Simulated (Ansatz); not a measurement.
The calculation used DFT PBE, scalar-relativistic, plane waves, PAW (Ansatz 0.2.0). All cells share a 420 eV cutoff and Γ-centred k meshes spaced at most about 0.3 Å⁻¹ (about 0.25 or finer for metals, 2π included). Collinear spin in cells that started with moments and kept them past the coarse steps, no spin elsewhere.

These are static total energies at zero pressure.

Two relaxed structures of B4MoRu:

1. (site moments Ru 2.2 μB)

```xyz
6
Lattice="0.0000 3.5284 3.5284 3.5284 0.0000 3.5284 3.5284 3.5284 0.0000" Properties=species:S:1:pos:R:3 pbc="T T T"
B     0.6013    2.9271    2.9271
B     2.9271    0.6013    2.9271
B     2.9271    2.9271    0.6013
B     0.6013    0.6013    0.6013
Mo    1.7642    1.7642    1.7642
Ru    3.5284    3.5284    3.5284
```

2. (site moments Mo 0.2 μB)

```xyz
6
Lattice="4.6194 0.0000 0.0000 0.0000 4.6194 0.0000 0.0000 0.0000 4.6194" Properties=species:S:1:pos:R:3 pbc="T T T"
B     3.4258    3.4258    3.4258
B     1.1936    1.1936    3.4258
B     1.1936    3.4258    1.1936
B     3.4258    1.1936    1.1936
Mo    0.0000    0.0000    0.0000
Ru    2.3097    2.3097    2.3097
```

Question: Which form is favoured at zero pressure, and by what margin per atom?

Answer: Cell 1 is lower, by 96 meV/atom. Cell 1 has space group F-43m (No. 216), 14.6 Å³/atom and no gap on its mesh; cell 2 has space group P-43m (No. 215), 16.4 Å³/atom and no gap. Counting B atoms around Mo and Ru (those within 1.25 times the shortest such distance or 1.15 times the sum of covalent radii; the shortest distance is added where it is long for a bond), cell 1 has Mo 4, Ru 12 from 3.0 Å and cell 2 has Mo 4, Ru 4. Cell 1 holds B–B units of three or more atoms (shortest 1.70 Å); in cell 2 the shortest B–B distance is 3.16 Å. The denser one is the lower, and pressure would at first widen the difference. Even the lower one lies +1.39 eV/atom against the reference forms of the elements (uncorrected), so neither is stable at this level. Both come from invented guesses. A third cell relaxed alike, in P6/mmm, lies 1.47 eV/atom below the lower of the two.

Another magnetic order may lie lower. Cells relaxed within their symmetry can be saddle points.
